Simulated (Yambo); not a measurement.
Yambo run on RbHgF3 (cubic perovskite, space group Pm-3m, No. 221). The wavefunctions come from this Quantum ESPRESSO step (LDA, PseudoDojo standard norm-conserving files, scalar-relativistic):

```
&CONTROL
  calculation = 'nscf'
  pseudo_dir = './pseudo'
  outdir = './out'
/
&SYSTEM
  ibrav = 0
  nat = 5
  ntyp = 3
  ecutwfc = 84.0
  ecutrho = 336.0
  occupations = 'fixed'
  force_symmorphic = .true.
  nbnd = 144
/
&ELECTRONS
  conv_thr = 5e-09
  diago_full_acc = .true.
  diago_thr_init = 1e-08
/
ATOMIC_SPECIES
F 18.9984 F.upf
Rb 85.4678 Rb.upf
Hg 200.5920 Hg.upf
CELL_PARAMETERS angstrom
  4.549220000000   0.000000000000   0.000000000000
  0.000000000000   4.549220000000   0.000000000000
  0.000000000000   0.000000000000   4.549220000000
ATOMIC_POSITIONS crystal
F   0.500000000000   0.000000000000   0.500000000000
F   0.000000000000   0.500000000000   0.500000000000
F   0.500000000000   0.500000000000   0.000000000000
Rb   0.000000000000   0.000000000000   0.000000000000
Hg   0.500000000000   0.500000000000   0.500000000000
K_POINTS automatic
4 4 4 0 0 0
```

Yambo input:

```
rim_cut
gw0
dyson
el_el_corr
HF_and_locXC
ppa
em1d
RandQpts= 1000000
RandGvec= 1 Ry
EXXRLvcs= 84 Ry
VXCRLvcs= 336 Ry
Chimod= "HARTREE"
% BndsRnXp
 5 | 143 |
%
NGsBlkXp= 7 Ry
% LongDrXp
 1.0 | 1.0 | 1.0 |
%
PPAPntXp= 27.2114 eV
% GbndRnge
 1 | 143 |
%
GTermKind= "BG"
DysSolver= "n"
ExtendOut
% QPkrange
 1 | 1 | 25 | 26 |
 10 | 10 | 25 | 26 |
%
```

k points by index: 1 = Γ, 10 = R.

Table of the .qp output:

```
#    K-point    Band    Eo [eV]    E [eV]    E-Eo [eV]    Vxc [eV]    Vnlxc [eV]    Sc|Eo [eV]    Sc|E [eV]    dSc/dw|Eo [eV]    Re(Z)    Im(Z)
#
    1    25    -2.426897    -3.909425    -1.482528    -21.65542    -29.41884    5.821252    6.280888    -8.434914    0.763366    -0.002067
    1    26    0.352627    1.401006    1.048379    -13.52266    -9.149410    -3.135347    -3.324875    -4.918993    0.846904    -0.945960E-3
    10    25    0.000000    -1.056329    -1.056329    -24.76963    -30.42400    4.330749    4.598043    -6.884771    0.798076    -0.001241
    10    26    5.467686    7.085919    1.618233    -19.50229    -13.79267    -3.662933    -4.091380    -7.197127    0.790739    -0.008634
```
(The two width columns are left out.) Convergence of these settings isn't established.

Spin-orbit coupling is not included.

Geometry of the Materials Project entry, not relaxed at this level.
